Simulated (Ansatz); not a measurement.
**Two Ansatz runs on LaPb3**

The cell is the one relaxed in the Materials Project (mp-21432), not relaxed further here; entries there can be hypothetical.

First run: DFT, LDA, all-electron PAW with datasets made for the crystal, scalar-relativistic (Ansatz 0.2.0).

Command: `ansatz run input.yaml --threads 1 --pin off --max-ram 4096MiB --backend cpu --events-out ev --progress --plain --runs-dir out` The run took about 37 s on 1 thread of a shared machine.

```yaml
crystal:
  lattice:
    - [4.94831631, 0.0, 0.0]
    - [0.0, 4.94831631, 0.0]
    - [0.0, 0.0, 4.94831631]
  atoms:
    - { symbol: La, position: [0.0, 0.0, 0.0] }
    - { symbol: Pb, position: [0.0, 0.5, 0.5] }
    - { symbol: Pb, position: [0.5, 0.5, 0.0] }
    - { symbol: Pb, position: [0.5, 0.0, 0.5] }
kpoints:
  mp_grid: { grid: [7, 7, 7] }
  band_path:
    path:
      - [0.0, 0.0, 0.0]
      - [0.0, 0.5, 0.0]
      - [0.5, 0.5, 0.0]
      - [0.0, 0.0, 0.0]
      - [0.5, 0.5, 0.5]
      - [0.0, 0.5, 0.0]
      - [0.5, 0.5, 0.5]
      - [0.5, 0.5, 0.0]
    npoints: 8
scf:
  occupations: { method: fermi_dirac, width: 0.08 }
hamiltonian:
  xc: lda
  pseudopotentials: { kind: all_electron, datasets: crystal }
output:
  forces: true
  stress: true
  eigenvalues: true
  efg: { contact_densities: true }
```

Result: converged; pressure -3.67 GPa; 9 SCF iterations.

Spin–orbit coupling is left out, though it moves levels of the heavy atoms by tenths of an eV or more.

A second input differs as follows:

```diff
@@ -24,4 +24,6 @@
 scf:
   occupations: { method: fermi_dirac, width: 0.08 }
+  conv_thr: 400
+  max_iter: 100
 hamiltonian:
   xc: lda
```

What is wrong with it, and what does the program do?

The fault is a keyword of another program. The run refused before any iteration. The log ends:
```
25 |   occupations: { method: fermi_dirac, width: 0.08 }
26 |   conv_thr: 400
   |   ^ unknown field `conv_thr`, expected one of max_iter, algorithm, n_extra_bands, self_checks, convergence, lower_state_search, omitted_lower_state_checks, lower_solution_reach, mixing, occupations, eigensolver, initial_density, exx
27 |   max_iter: 100
28 | hamiltonian:
   |
```
